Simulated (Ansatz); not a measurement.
AlP:
```
AlP
1.0
    0.00000     2.75388     2.75388
    2.75388     0.00000     2.75388
    2.75388     2.75388     0.00000
P Al
1 1
Direct
  0.75000   0.75000   0.75000
  0.00000   0.00000   0.00000
```

x, y and z are the axes in which the lattice vectors are written.

Q: Give the high-frequency dielectric tensor and the Born effective charge tensors of the independent atoms from DFPT, PBE (plane waves, PAW; program Ansatz).

A: 
ε∞:
```
8.10  0.00  0.00
0.00  8.10  0.00
0.00  0.00  8.10
```
Z* of atom 1 (P), rows: field, columns: displacement, in e:
```
-2.24   0.00   0.00
 0.00  -2.24   0.00
 0.00   0.00  -2.24
```
Z* of atom 2 (Al), rows: field, columns: displacement, in e:
```
2.24  0.00  0.00
0.00  2.24  0.00
0.00  0.00  2.24
```

Static charges for comparison (Bader): P1 -2.09, Al2 +2.09 e. Born charges measure polarisation by displacement and can exceed these by far.

Space group F-43m (zinc blende). The cell was relaxed with PBE under the symmetry of its start; phonons on a q-mesh show no instability.

Potentials: the later of the program's two PAW sets.
